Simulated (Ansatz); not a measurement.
BeSe in space group P6_222 (No. 180; Be on 3d, Se on 3c) at seven volumes, PBE (plane waves, PAW; program Ansatz), shape and atoms relaxed at each. One row is withheld.

```csv
V (Å³/atom),P (GPa)
14.636,9.20
15.118,5.66
15.601,2.62
16.083,0.00
16.566,?
17.048,-4.21
17.531,-5.88
```

Q: Fit the shown pressures and predict the withheld one.

A: P = (3/2)B₀(x^(7/2) − x^(5/2))[1 + (3/4)(B′ − 4)(x − 1)] with x = (V₀/V)^(2/3). Least squares on the six rows gives V₀ = 16.083 Å³/atom, B₀ = 81.0 GPa, B′ = 3.96. At V = 16.566, x = 0.9805 and P = -2.26 GPa. The run itself gave -2.26 GPa.

A made-up cell: these elements were put on the sites of a structure type; neither database checked (COD, Materials Project) lists it. COD files the formula under space group No. 216, so this cell is another polymorph or a model. Its standing as an ambient phase is unchecked. The cell was relaxed with PBE under the symmetry of its start; its stability against distortions is not shown here.

Potentials: the later of the program's two PAW sets.
